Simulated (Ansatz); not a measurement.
VGe2 in space group I4/mcm (No. 140; Ge on 8h, V on 4a) at seven volumes, PBE (plane waves, PAW; program Ansatz), shape and atoms relaxed at each. One row is withheld.

```csv
V (Å³/atom),P (GPa)
14.529,?
15.008,8.56
15.487,3.92
15.966,0.00
16.445,-3.29
16.924,-6.03
17.403,-8.30
```

### Question
Fit the shown pressures and predict the withheld one.

### Answer
P = (3/2)B₀(x^(7/2) − x^(5/2))[1 + (3/4)(B′ − 4)(x − 1)] with x = (V₀/V)^(2/3). Least squares on the six rows gives V₀ = 15.965 Å³/atom, B₀ = 119 GPa, B′ = 4.91. At V = 14.529, x = 1.0649 and P = 14.14 GPa. The run itself gave 14.03 GPa.

The cell is a constructed one: a structure type filled with these elements; neither database checked (COD, Materials Project) lists it. Its standing as an ambient phase is unchecked. Symmetry was held in the PBE relaxation; its stability against distortions is not shown here. The workflow began spin-polarised and lost its moments.

Potentials: the later of the program's two PAW sets.
